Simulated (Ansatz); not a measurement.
Input and command of a plane-wave DFT calculation in Ansatz:

```yaml
crystal:
  lattice:
    - [-2.1464488025, 2.1464488025, 5.1436671658]
    - [2.1464488025, -2.1464488025, 5.1436671658]
    - [2.1464488025, 2.1464488025, -5.1436671658]
  atoms:
    - { symbol: Sr, position: [0.0, 0.0, 0.0] }
    - { symbol: Cu, position: [0.25, 0.75, 0.5] }
    - { symbol: Cu, position: [0.75, 0.25, 0.5] }
    - { symbol: Ge, position: [0.6272152742, 0.6272152742, 0.0] }
    - { symbol: Ge, position: [0.3727847258, 0.3727847258, 0.0] }
basis:
  ecutwfc: 420
kpoints:
  mp_grid: { grid: [12, 12, 12] }
hamiltonian:
  xc: lda
scf:
  occupations: { method: gaussian, width: 0.1 }
output:
  forces: true
  stress: true
  eigenvalues: true
relax:
  adjacent_minimum: "off"
  f_tol: 0.005
  max_steps: 50
  cell: { stress_tol: 0.05 }
```

```bash
ansatz run input.yaml --threads 1 --pin off --max-ram 2560MiB --backend cpu --events-out ev --progress --plain --runs-dir out
```

Processor: AMD EPYC 7R43 64-Core Processor (Zen 3), 1 thread, on a host shared with other jobs.

Question: How long does it run, and how much memory does it take?

Answer: About 3.4 min on 1 thread of AMD EPYC 7R43 64-Core Processor (Zen 3), with other jobs on the host, peak memory 0.8 GiB. It solves 46 bands at 163 k points (the mesh reduced by the symmetry that the task leaves, which can be less than the crystal's) with about 1669 plane waves (on the last cell), in 36 SCF iterations over 5 ionic steps.
